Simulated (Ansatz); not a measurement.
Level of theory: DFT PBE, scalar-relativistic, plane waves, PAW in Ansatz 0.2.0. Settings: cutoff 420 eV, Γ-centred meshes spaced at most about 0.3 Å⁻¹, and about 0.25 Å⁻¹ or finer for metals (2π included), Gaussian smearing. Collinear spin in cells that started with moments and kept them past the coarse steps, no spin elsewhere.

Each of these unrelaxed guesses is relaxed in cell and atoms within its symmetry. A guess keeps its type if space group and coordination stay and the shape of the cell changes little (axis ratios within about 15 %, angles within 6°); the volume may change.

1. B3Pt

```
CELL_PARAMETERS angstrom
2.53520 0.00000 0.00000
-1.26760 2.19554 0.00000
0.00000 0.00000 6.64578
ATOMIC_POSITIONS crystal
B 0.66667 0.33333 0.70981
B 0.33333 0.66667 0.29019
B 0.00000 0.00000 0.50000
Pt 0.00000 0.00000 0.00000
```

2. Be2H

```
CELL_PARAMETERS angstrom
3.31368 0.00000 0.00000
-1.65684 2.86973 0.00000
0.00000 0.00000 4.29068
ATOMIC_POSITIONS crystal
Be 0.50000 0.00000 0.00000
Be 0.00000 0.50000 0.00000
Be 0.50000 0.50000 0.00000
Be 0.00000 0.00000 0.00000
H 0.00000 0.00000 0.28739
H 0.00000 0.00000 0.71261
```

3. BaY2

```
CELL_PARAMETERS angstrom
6.20442 0.00000 0.00000
-3.10221 5.37319 0.00000
0.00000 0.00000 3.79942
ATOMIC_POSITIONS crystal
Ba 0.00000 0.00000 0.00000
Y 0.66667 0.33333 0.66667
Y 0.33333 0.66667 0.33333
```

4. LiCuCl3 (collinear spin from parallel moments)

```
CELL_PARAMETERS angstrom
6.72408 0.00000 0.00000
-3.36204 5.82322 0.00000
0.00000 0.00000 5.64823
ATOMIC_POSITIONS crystal
Li 0.33333 0.66667 0.75000
Li 0.66667 0.33333 0.25000
Cu 0.00000 0.00000 0.00000
Cu 0.00000 0.00000 0.50000
Cl 0.83333 0.66667 0.75000
Cl 0.33333 0.16667 0.75000
Cl 0.83333 0.16667 0.75000
Cl 0.16667 0.33333 0.25000
Cl 0.66667 0.83333 0.25000
Cl 0.16667 0.83333 0.25000
```

Question: Which keep their type?

Answer: Guesses 3 and 4 keep their type.

```tsv
guess	kept	start group	end group	V start (Å³/atom)	V end	b/a and c/a, end over start	nearest neighbours start	nearest neighbours end
1	no	P-3m1	P-3m1	9.2	8.6	1.00, 0.61	B 3/6, Pt 12	B 3/6, Pt 8
2	no	P6/mmm	P6/mmm	6.8	21.1	1.00, 1.46	Be 2/6, H 1	Be 6, H 1
3	yes	P-3m1	P-3m1	42.2	38.6	1.00, 0.96	Ba 8, Y 8	Ba 8, Y 8
4	yes	P6_3/mmc	P6_3/mmc	22.1	22.4	1.00, 1.06	Cl 2, Cu 6, Li 12	Cl 2, Cu 6, Li 12
```

Neighbours count within 15 % of an atom's shortest distance; end groups are read at 0.02 Å (0.05 Å in metals).

Weakly bound directions are ill-defined at this level, which has no dispersion term (Be2H P6/mmm, LiCuCl3 P6_3/mmc). Spin–orbit coupling, which can matter for Pt, is left out. In such compounds of Cu a zero gap at this level may well be an artefact, since no Hubbard U is applied. A magnetic state wasn't ruled out in cells without spin, among them B3Pt P-3m1, BaY2 P-3m1. Another magnetic order may lie lower. Cells relaxed within their symmetry can be saddle points.

In counts of neighbours, a slash parts the counts of unlike sites.
